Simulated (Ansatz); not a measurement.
input.yaml (Ansatz)

```yaml
crystal:
  lattice:
    - [0.0, 2.9650139584, 2.9650139584]
    - [2.9650139584, 0.0, 2.9650139584]
    - [2.9650139584, 2.9650139584, 0.0]
  atoms:
    - { symbol: Ag, position: [0.125, 0.125, 0.125] }
    - { symbol: Ag, position: [0.875, 0.875, 0.875] }
hamiltonian:
  xc: lda
  pseudopotentials:
    kind: paw
    azcp:
      Ag: "pseudopotentials/Ag.paw.azcp"
basis:
  ecutwfc: 420
  fft_grid_basis: typed
kpoints:
  mp_grid: { grid: [15, 15, 15], shift: [0, 0, 0] }
magnetization:
  spin_polarized: false
scf:
  occupations: { method: fermi_dirac, width: 0.1 }
```

Terminal output

```
Warning: the record states the generating functional pbe (its physics header spells it `PBE`), which answers neither for hamiltonian.xc's functional nor for the lda family's — results may be inconsistent (PPs are generated against a specific XC)
Engine: ansatz 0.2.0, aarch64-unknown-linux-gnu
Pseudopotentials: kind: paw
Pseudopotential: Ag, paw, valence charge 19, recommended cutoff 420 eV (normal) 
Functional definition: SPW92
  exchange = slater_x
  correlation = pw_c
Crystal: 2 atoms, lattice volume = 52.133 Å³
Basis set: ecut = 420 eV, 965 PW (Γ)
Bands: 23, of which v1, the nominal top of the filled ones, is band 19 counted from 1 (18 counted from 0)
Symmetry: 48 space group operations
Space group: Fd-3m (ITA 227), of the structure as read, at distance tolerance 3.7e-5 Å
k-points: 120 of 3375
Non-local potential: Ag, projectors of the file, l = 0: 3, l = 1: 2, l = 2: 2, l = 3: 1
PAW form: soft (Blöchl's): semilocal exchange-correlation on the pseudo side does not see the compensation charge
PAW frozen core: Ag, regenerated for the run's functional, and the local potential with it (the file was generated under x = pbe(κ = 0.804, μ = 0.2195149727645171), c = pbe(β = 0.06672455060314922))
PAW one-centre angular grid: Ag, 590 points (default); XC on 64 Gauss nodes
Initial density: superposition of atomic densities (neutral atoms: chi_scale 0, normalization atom), corrected by the library's trained network
Initial wavefunctions: pseudopotential atomic-orbital guess
Functional: x = slater, c = lda
SCF iter   1: F=—  HF=-14914.206216 eV  |F-HF|=—  |Δ(HF+E_count)|=         —  Δρ=1.02e-2  dr2=4.88e-2  ethr=1.77e-3  ⟨swp⟩=5.8  Hψ=10567  notcnv=0
SCF iter   2: F=—  HF=-14914.194171 eV  |F-HF|=—  |Δ(HF+E_count)|=   1.20e-2  Δρ=3.06e-3  dr2=2.87e-3  ethr=1.29e-4  ⟨swp⟩=2.5  Hψ=5427  notcnv=0
SCF iter   3: F=—  HF=-14914.193189 eV  |F-HF|=—  |Δ(HF+E_count)|=   9.82e-4  Δρ=1.11e-3  dr2=1.55e-4  ethr=7.55e-6  ⟨swp⟩=2.0  Hψ=3989  notcnv=0
SCF iter   4: F=—  HF=-14914.193153 eV  |F-HF|=—  |Δ(HF+E_count)|=   3.61e-5  Δρ=1.56e-4  dr2=3.35e-6  ethr=4.07e-7  ⟨swp⟩=2.7  Hψ=5037  notcnv=0
SCF iter   5: F=—  HF=-14914.193165 eV  |F-HF|=—  |Δ(HF+E_count)|=   1.16e-5  Δρ=8.60e-6  dr2=1.98e-8  ethr=8.82e-9  ⟨swp⟩=2.9  Hψ=5048  notcnv=0
SCF iter   6: F=-14914.193165 eV  HF=-14914.193165 eV  |F-HF|=7.40e-10  |Δ(HF+E_count)|=   5.03e-9  Δρ=2.11e-6  dr2=1.46e-9  ethr=5.20e-11  ⟨swp⟩=1.0  Hψ=8006  notcnv=0
SCF 1 converged in 6 iterations: F = -14914.193165 eV  dr2 = 1.46e-9
SCF converged after 6 iterations
Free energy (F): -14914.193165 eV
Harris-Foulkes:  -14914.193165 eV  (|F-HF|=7.40e-10)
Internal energy: -14914.173044 eV  (E = F + TS)
E sigma→0 (E₀):  -14914.183105 eV
Entropy (-TS):   -0.020120 eV (-10.060 meV/atom)
Fermi energy:    9.148453 eV
--- Per-component energies (eV) ---
  E_band       = -757.687954
  E_kinetic    = 1056.718324
  E_local      = -6341.296171  (includes V_loc(G=0)·N_el)
  E_nonlocal   = 174.464712
  E_hartree    = 2824.722473
  E_xc         = -365.332962
  E_vxc        = -466.554668  (∫ρ·V_xc dr)
  E_paw        = -7542.823708  (= ΣΔE_a)
  E_vpaw       = -830.464027  (= ΣTr[D̂ρ^β])
  E_aug_tail   = 0.000510  (compensation charges beyond the density's cutoff)
  E_ewald      = -4722.075837
  E_core_change = 1.449615  (= ΣΔE_core)
  E_smearing   = -0.020120  (= −TS)
  E_closure    = 0.000000  (closes the sum)
  Σ components = -14914.193165   (vs F -14914.193165, Δ=0.00e0)
```
